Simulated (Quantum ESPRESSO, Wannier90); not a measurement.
# Wannierisation of TlCl (CsCl type)

```yaml
crystal:
  lattice:
    - [3.83747, 0.00000, 0.00000]
    - [0.00000, 3.83747, 0.00000]
    - [0.00000, 0.00000, 3.83747]
  atoms:
    - { symbol: Tl, position: [0.00000, 0.00000, 0.00000] }
    - { symbol: Cl, position: [0.50000, 0.50000, 0.50000] }
```

Structure: Materials Project mp-23167, symmetrised, not relaxed again. COD (Crystallography Open Database) has an entry of this formula and space group (matched by these alone). Method: LDA plane waves in Quantum ESPRESSO 7.5 (PseudoDojo norm-conserving files, 50 Ry, no spin polarisation, no spin-orbit coupling), Bloch states on a 8×8×8 mesh through Γ, Wannier90 4.0.1. Density: 8×8×8 mesh, cold smearing 0.01 Ry. Spin-orbit coupling is left out although heavy elements are present.

Energies are relative to the valence-band maximum.

**Bands.** A Kohn-Sham gap of 1.87 eV opens above band 10. 3 filled groups are cut off by gaps; the highest, bands 7–10, spans -5.55 to 0.00 eV and is Cl 3p 67 %, Tl 6s 23 %, Tl 6p 9 %.

**Valence functions.** The best of several starts gives 5 functions with Ω_total = 8.21 Å², 90 % of it gauge-invariant: 4 of 1.49 Å² at 0.44 Å from Cl; 1 of 2.26 Å² at 0.00 Å from Tl.

**Model.** 8 functions (Tl sp, Cl sp) from bands 1,7-20, frozen to 3.38 eV, reach Ω_I = 10.51 Å² and follow pw.x to 2.9 meV rms (states up to 2.9 eV relative to the valence-band maximum). Bands 2–6 (Tl 5d 99 %) lie between the kept ones and are excluded.

**Frozen window.** Edge, Ω_I and misfit go 2.4 eV, 10.27 Å², 15 meV; 2.9 eV, 10.35 Å², 3.9 meV; 3.4 eV, 10.51 Å², 2.9 meV; 7.4 eV, 13.12 Å², 2.7 meV. Ω_I never falls as the edge rises, since each frozen state takes freedom from the choice of the smoothest subspace. The edges under the compared range leave its upper states unfrozen, and their misfit is the largest.

**No window.** Without a frozen window Ω_I drops to 9.74 Å² while the misfit grows to 221 meV: a small spread is no proof of good bands.

**Outer window.** The setting "outer window to 8.50 eV" raises Ω_I to 13.16 Å², as fewer states are left to mix in, and the misfit goes to 2.6 meV.

**Stops.** With the outer window to 7.20 eV the program stops (Energy window contains fewer states than number of target WFs).
